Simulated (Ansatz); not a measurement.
HfO₂ (tetragonal-ZrO2 type, space group P4_2/nmc)

```xyz
6
Lattice="3.6048 0.0000 0.0000 0.0000 3.6048 0.0000 0.0000 0.0000 5.2650" Properties=species:S:1:pos:R:3 pbc="T T T"
Hf     0.0000     0.0000     0.0000
Hf     1.8024     1.8024     2.6325
O      0.0000     1.8024     1.0174
O      0.0000     1.8024     3.6499
O      1.8024     0.0000     1.6151
O      1.8024     0.0000     4.2476
```

The slice is a (010) plane (indices of the conventional cell) through the point (0.500, 0.000, 0.307) (fractional), spanned by u = [100] and v = [001] in vectors of this cell: u (3.60 Å) and v (5.27 Å, at 90° to u). It covers one period; positions are fractions (u, v).

Level of theory: PBE (plane waves to 420 eV, PAW, scalar-relativistic; Ansatz, a quantum-chemistry and plane-wave program). k mesh 9×9×6. These are valence fields of a PAW run, semicore shells included where kept as valence: close to a nucleus they are smooth pseudo fields. HfO2 is run without spin polarisation. HfO2 was relaxed with its symmetry unable to fall. Spin-orbit coupling is left out, though Hf is heavy. The PAW data are Ansatz's earlier set. This is a high-temperature form of HfO2.

Around which element is the density of the lowest conduction band (whole band as if filled, smooth part) largest on this plane?

Hf. Mean over a disc round each atom, of radius 0.45 times the shortest bond: Hf 0.108, O 0.016 e/Å³.

Around which element is the density of the highest valence band (whole band, smooth part) largest on this plane?

O. Mean over a disc round each atom, of radius 0.45 times the shortest bond: O 0.099, Hf 0.007 e/Å³.

What is the valence density on the shortest Hf–O line in this plane (2.07 Å), at its minimum between the atoms?

0.72 e/Å³.

Sketch the electrostatic potential energy of an electron, from the cell's mean on this plane as a map.


```
|xxxxxxxxxxxx**##**++======++**##**xxxxxxxxxx|
|xxxxxxxxxxxx++++--::..  ..::--++++xxxxxxxxxx|
|xxxxxxxxxx++==::              ::==++xxxxxxxx|
|xxxxxxxx++--..                  ..--++xxxxxx|
|xxxxxx++==..      xxxxxxxxxx      ..==++xxxx|
|%%####++::      xxxxxxxxxxxxxx      ::++####|
|%%%%**==      xxxxxxxxxxxxxxxxxx      ==**%%|
|%%##**--    xxxxxxxxxxxxxxxxxxxxxx    --**##|
|%%##++::    xxxxxxxxxxxxxxxxxxxxxx    ::++##|
|##**++::    xxxxxxxxxxxxxxxxxxxxxx    ::++**|
|xxxxxx::    xxxxxxxxxxxxxxxxxxxxxx    ::xxxx|
|xxxxxxxx    xxxxxxxxxxxxxxxxxxxxxx    xxxxxx|
|xxxxxxxxxx    xxxxxxxxxxxxxxxxxx    xxxxxxxx|
|xxxxxxxxxxxx    xxxxxxxxxxxxxx    xxxxxxxxxx|
|xxxxxxxxxxxx        xxxxxx        xxxxxxxxxx|
|xxxxxxxxxxxx..                  ..xxxxxxxxxx|
|xxxxxxxxxxxx==--..          ..--==xxxxxxxxxx|
|xxxxxxxxxxxx****==--::::::--==****xxxxxxxxxx|
|xxxxxxxxxx##%%##****++++++****##%%##xxxxxxxx|
|xxxxxxxx%%%%@@%%%%##########%%%%@@%%%%xxxxxx|
|xxxxxx%%@@@@@@@@@@%%%%%%%%%%@@@@@@@@@@%%xxxx|
|%%%%%%@@@@@@@@@@@@@@@@@@@@@@@@@@@@@@@@@@%%%%|
|%%%%%%%%@@@@@@@@@@@@@@@@@@@@@@@@@@@@@@%%%%%%|
|%%%%%%%%@@@@@@@@@@@@@@@@@@@@@@@@@@@@@@%%%%%%|
|%%%%%%%%%%@@@@@@@@@@@@@@@@@@@@@@@@@@%%%%%%%%|
|######%%%%@@@@@@@@@@@@@@@@@@@@@@@@@@%%%%####|
|xxxxxx##%%@@@@@@@@@@@@@@@@@@@@@@@@@@%%##xxxx|
|xxxxxxxx##@@@@@@@@@@@@@@@@@@@@@@@@@@##xxxxxx|
|xxxxxxxxxx%%@@@@@@@@@@@@@@@@@@@@@@%%xxxxxxxx|
|xxxxxxxxxxxx@@@@@@@@@@@@@@@@@@@@@@xxxxxxxxxx|
|xxxxxxxxxxxx%%@@@@%%%%%%%%%%@@@@%%xxxxxxxxxx|
|xxxxxxxxxxxx##%%%%####**####%%%%##xxxxxxxxxx|
```
Scale: ten equal steps from 1.00 (start of ' ') to 9.79 (end of '@'), in the order ' .:-=+*#%@'. Values: electrostatic potential energy of an electron, from the cell's mean, in eV. The map has 22 points along u (two characters each, u = 0 at the left) and 32 along v (v = 0 in the bottom row). Points within 0.9 Å of a nucleus are blanked (x), as the pseudised field means little there. Values under 1 eV are set to 1. The zero, the cell's mean, hangs on the PAW cores.
